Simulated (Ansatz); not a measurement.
System: InP (zinc blende type), 2 atoms in the cell.

```xyz
2
Lattice="0.0000 2.9800 2.9800 2.9800 0.0000 2.9800 2.9800 2.9800 0.0000" Properties=species:S:1:pos:R:3 pbc="T T T"
In    0.0000    0.0000    0.0000
P     1.4900    1.4900    1.4900
```

Computed with PBE, plane waves, all-electron PAW datasets generated for the crystal, point nucleus (Ansatz 0.2.0 development build).

Cutoff 240 eV; k-mesh 6×6×6 Γ-centred; Fermi–Dirac smearing of 0.02 eV; no spin polarisation; no spin–orbit coupling.

Q: How large is the gap on this mesh, is it direct, and where do the band edges lie (fractions of the reciprocal vectors of this cell)?

A: 0.44 eV, direct at (0.000, 0.000, 0.000).

Q: List the levels near the gap at (0.000, 0.000, 0.000), (0.000, 0.000, 0.333), (0.000, 0.000, -0.500), (0.000, 0.167, 0.167), in eV from the top of the valence band (v1 is the highest filled band, c1 the lowest empty one).

A: 
| k | v4 | v3 | v2 | v1 | c1 | c2 |
| --- | --- | --- | --- | --- | --- | --- |
| (0.000, 0.000, 0.000) | -11.19 | 0.00 | 0.00 | 0.00 | 0.44 | 4.08 |
| (0.000, 0.000, 0.333) | -10.16 | -4.40 | -0.72 | -0.72 | 1.53 | 4.84 |
| (0.000, 0.000, -0.500) | -9.62 | -5.47 | -0.90 | -0.90 | 1.38 | 4.80 |
| (0.000, 0.167, 0.167) | -10.80 | -2.17 | -0.75 | -0.75 | 2.43 | 3.15 |

Spin–orbit coupling is left out; with heavy elements it can shift the gap and split levels by tenths of an eV. Semilocal functionals give gaps that mostly lie well below measured ones.
